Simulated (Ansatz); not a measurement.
## Is this MgBe5 structure stable?

It was reached by relaxing an invented guess, and it needn't be the stable form of this composition.

These are results of DFT PBE, scalar-relativistic, plane waves, PAW (Ansatz), not measurements. The final run on the 6-atom cell used 420 eV, a Γ-centred 12×12×10 mesh, 0.10 eV smearing and no spin polarisation.

Space group P6/mmm (No. 191). a = 4.428 Å, b = 4.428 Å, c = 3.564 Å, α = 90.00°, β = 90.00°, γ = 120.00°
```json
{"atom": "Mg", "site": "1a", "symmetry": "6/mmm", "x": "0.0000", "y": "0.0000", "z": "0.0000"}
{"atom": "Be", "site": "2c", "symmetry": "-6m2", "x": "0.3333", "y": "0.6667", "z": "0.0000"}
{"atom": "Be", "site": "3g", "symmetry": "mmm", "x": "0.5000", "y": "0.0000", "z": "0.5000"}
```

Formation energies are uncorrected and refer to the elements' standard structures at the same level.

Task: These tests were run: energy against the elements; random kick, then relaxation without symmetry; phonons on a 2×2×2 q mesh. What do they show?

Result:

```
                                         test                         result
                  energy against the elements                  +0.07 eV/atom
random kick, then relaxation without symmetry                        returns
                    phonons on a 2×2×2 q mesh  no imaginary mode on the mesh
```

It fails one test: energy against the elements. It may still be a metastable minimum.

The kick test ran on a coarse mesh. The run for the phonons used a 12×12×10 k mesh and Fermi–Dirac smearing of 0.15 eV.
